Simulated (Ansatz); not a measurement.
# KCl (rock salt), generalised stacking-fault energy along a line

Generalised stacking fault of KCl (rock salt) on the {110} plane. The cell below holds the perfect crystal with the plane normal along z; tilting its third vector by the shift puts one fault into each cell, between planes 2.22 Å apart, at fixed cell height.

```
CELL_PARAMETERS angstrom
      4.44934     0.00000     0.00000
      0.00000     6.29231     0.00000
      2.22467     3.14616     6.67400
ATOMIC_POSITIONS crystal
  Cl 0.00000 0.00000 0.83333
  Cl 0.33333 0.33333 0.16667
  Cl 0.66667 0.66667 0.50000
  K  0.00000 0.50000 0.83333
  K  0.33333 0.83333 0.16667
  K  0.66667 0.16667 0.50000
```

In-plane vectors a = (4.449, 0.000) Å, b = (0.000, 6.292) Å, area 28.00 Å². The shift is s times the vector b (length 6.292 Å), so s = 1 restores the start. Atoms relax along the normal only. γ = [E(shift) − E(0)] / area.

Computed with r2SCAN (plane waves to 500 eV, PAW, scalar-relativistic; Ansatz, a program for electronic structure). k mesh 7×7×7 (Γ-centred), Fermi-Dirac smearing 0.05 eV. E is the zero-smearing estimate. Compression counts positive. Faults lie only 6.7 Å apart, and holding the cell height raises γ above its relaxed value. KCl was relaxed with its symmetry unable to fall. The zero of γ is zero shift.

```json
[
 {"s": "0.000", "γ·area (meV/cell)": "0", "σ normal to the fault (GPa)": "0.0"},
 {"s": "0.083", "γ·area (meV/cell)": "93", "σ normal to the fault (GPa)": "-0.2"},
 {"s": "0.167", "γ·area (meV/cell)": "393", "σ normal to the fault (GPa)": "-0.5"},
 {"s": "0.250", "γ·area (meV/cell)": "886", "σ normal to the fault (GPa)": "0.2"},
 {"s": "0.333", "γ·area (meV/cell)": "1386", "σ normal to the fault (GPa)": "1.9"},
 {"s": "0.417", "γ·area (meV/cell)": "1730", "σ normal to the fault (GPa)": "3.3"},
 {"s": "0.500", "γ·area (meV/cell)": "1852", "σ normal to the fault (GPa)": "3.8"},
 {"s": "0.583", "γ·area (meV/cell)": "1730", "σ normal to the fault (GPa)": "3.3"},
 {"s": "0.667", "γ·area (meV/cell)": "1386", "σ normal to the fault (GPa)": "1.9"},
 {"s": "0.750", "γ·area (meV/cell)": "886", "σ normal to the fault (GPa)": "0.2"},
 {"s": "0.833", "γ·area (meV/cell)": "393", "σ normal to the fault (GPa)": "-0.5"},
 {"s": "0.917", "γ·area (meV/cell)": "93", "σ normal to the fault (GPa)": "-0.2"}
]
```

What the scan shows:

The highest computed γ on the line comes out as 1060 mJ/m² and the steepest slope dγ/d(shift) before the first maximum (spline) comes out as 5.8 GPa. Position of the highest point: s = 0.500. Local minima between the ends: no computed point is one.

(The slope of γ gives the shear force per area between the displaced halves; near zero shift its curvature is an elastic stiffness.)
